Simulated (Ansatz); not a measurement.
A surface is cut from this relaxed crystal of Ag:

```
Ag
1.0
     0.00000    2.00091    2.00091
     2.00091    0.00000    2.00091
     2.00091    2.00091    0.00000
Ag
1
Direct
  0.00000 0.00000 0.00000
```

Miller indices refer to the conventional cell of Fm-3m (No. 225), a = 4.002 Å, b = 4.002 Å, c = 4.002 Å, α = 90.00°, β = 90.00°, γ = 90.00°.

Consider the (111) slab of 5 planes, 9.2 Å thick with 15 Å of vacuum as cut; outer planes Ag (top) and Ag (bottom), all atoms relaxed.

The calculation used DFT LDA, scalar-relativistic, plane waves, PAW (Ansatz 0.2.0). Cutoff 420 eV; k points 12×12×1 on the computed 5-atom cell (Γ-centred); Gaussian smearing, width 0.10 eV; no spin polarisation. The cell repeats along c with a dipole correction in the vacuum.

(1) Give the surface energy (mean of both faces).

(2) Give the work function.

(3) The top two planes lie 2.310 Å apart in the bulk. How does relaxation change this?

## Answers

(1) 1.20 J/m².

(2) 4.87 eV.

(3) The spacing becomes 2.299 Å (-0.5 %).